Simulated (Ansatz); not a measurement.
# Band table of LiMg₂

```xyz
3
Lattice="4.9336 -1.5690 0.0000 4.9336 1.5690 0.0000 -0.9976 0.0000 2.9858" Properties=species:S:1:pos:R:3 pbc="T T T"
Li    4.4349    0.0000    1.4929
Mg    7.4624    0.0000    2.5115
Mg    1.4073    0.0000    0.4743
```

The base volume is that of a database entry, so it needn't be at zero pressure; the structure needn't be the stable phase, at rest or compressed.

All numbers are LDA results (scalar-relativistic) from Ansatz 0.2.0, with a Γ-centred 11×11×11 k mesh, Fermi–Dirac smearing of 0.05 eV, no spin polarisation. Methods: LAPW: all electrons, basis error target 1 meV/atom.

This run: volume at 0.75 of the series' base cell.

Path points, in fractions of the reciprocal vectors: Γ (0.000, 0.000, 0.000), C (-0.278, 0.278, 0.000), C2 (-0.722, -0.278, 0.000), Y2 (-0.500, -0.500, 0.000), M2 (-0.500, -0.500, 0.500), D (-0.750, -0.250, 0.500), D2 (-0.250, 0.250, 0.500), A (0.000, 0.000, 0.500). The distance column jumps between branches of the path. Levels in eV from the Fermi level; bands 10 to 14, counted from the lowest band of the run. The gap is zero, the pressure 12.72 GPa.

```
# k(1/Å) point b10 b11 b12 b13 b14
0.000 Γ -7.24 -1.31 -0.66 6.67 6.71
0.186 - -7.12 -1.19 -0.59 5.21 5.46
0.371 - -6.75 -0.85 -0.40 3.28 3.79
0.557 - -6.16 -0.40 -0.25 1.57 2.49
0.742 - -5.34 -0.83 -0.57 1.16 2.05
0.928 - -4.33 -2.17 -1.41 2.09 2.56
1.114 C -3.44 -3.32 -2.09 3.39 3.53
1.822 C2 -3.44 -3.32 -2.09 3.39 3.53
1.970 - -4.31 -3.35 -1.57 4.51 4.60
2.118 - -5.04 -3.80 -0.39 5.63 5.84
2.266 - -5.61 -4.21 0.97 6.25 6.34
2.414 - -6.02 -4.52 2.46 5.91 6.03
2.562 - -6.27 -4.71 4.05 5.71 5.80
2.710 Y2 -6.35 -4.77 5.60 5.64 5.73
2.822 - -6.46 -4.58 4.59 5.64 5.67
2.934 - -6.69 -4.11 3.37 5.77 5.79
3.046 - -6.91 -3.49 2.20 5.97 5.98
3.158 - -7.09 -2.76 1.09 6.22 6.25
3.270 - -7.20 -1.95 0.06 6.51 6.54
3.382 Γ -7.24 -1.31 -0.66 6.67 6.71
3.557 - -7.13 -1.47 -0.33 5.22 5.72
3.733 - -6.81 -1.62 0.28 3.39 4.39
3.909 - -6.28 -1.64 0.54 2.19 3.21
4.084 - -5.55 -1.55 -0.60 1.99 3.02
4.260 - -4.64 -2.10 -1.27 1.32 4.20
4.435 M2 -3.83 -3.06 -1.19 1.04 5.22
4.602 - -3.73 -2.97 -1.10 1.09 5.26
4.769 - -3.43 -2.71 -0.81 1.24 5.15
4.936 - -2.92 -2.30 -0.34 1.45 4.16
5.102 - -2.24 -1.76 0.31 1.65 2.74
5.269 - -1.42 -1.16 1.02 1.56 1.59
5.436 D -0.84 -0.84 0.58 1.29 2.23
6.107 D2 -0.84 -0.84 0.58 1.29 2.23
6.274 - -1.42 -1.16 1.04 1.57 1.60
6.441 - -2.24 -1.76 0.34 1.68 2.74
6.608 - -2.93 -2.31 -0.31 1.48 4.16
6.775 - -3.43 -2.72 -0.78 1.26 5.11
6.942 - -3.74 -2.98 -1.07 1.12 5.21
7.109 A -3.84 -3.06 -1.16 1.07 5.18
```
